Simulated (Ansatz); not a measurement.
This run works on a proposed trial structure, not on a known crystal.

Input and command of a plane-wave DFT calculation in Ansatz:

```yaml
crystal:
  lattice:
    - [3.85, 0.0, 0.0]
    - [-1.925, 3.3341978, 0.0]
    - [0.0, 0.0, 11.8]
  atoms:
    - { symbol: Ca, position: [0.66666667, 0.33333333, 0.385] }
    - { symbol: Ca, position: [0.66666667, 0.33333333, 0.895] }
    - { symbol: Ca, position: [0.33333333, 0.66666667, 0.105] }
    - { symbol: Ca, position: [0.33333333, 0.66666667, 0.615] }
    - { symbol: Ge, position: [0.0, 0.0, 0.25] }
    - { symbol: Ge, position: [0.0, 0.0, 0.75] }
    - { symbol: "N", position: [0.0, 0.0, 0.0] }
basis:
  ecutwfc: 420
kpoints:
  mp_grid: { grid: [5, 5, 2] }
hamiltonian:
  xc: pbe
scf:
  occupations: { method: gaussian, width: 0.2 }
  lower_state_search: "off"
output:
  forces: true
  stress: true
  eigenvalues: true
relax:
  adjacent_minimum: "off"
  f_tol: 0.08
  max_steps: 16
  cell: { stress_tol: 0.8 }
```

```bash
ansatz run input.yaml --threads 1 --pin off --max-ram 2560MiB --backend cpu --events-out ev --progress --plain --runs-dir out
```

Processor: Intel(R) Xeon(R) Processor @ 2.70GHz, 1 thread, on a host shared with other jobs.

Task: Estimate time, memory and problem size.

Result: About 110 s, peak memory 0.47 GiB. It solves 44 bands at 10 k points (after reduction by symmetry) with about 3377 plane waves (on the last cell), in 137 SCF iterations over 15 ionic steps.
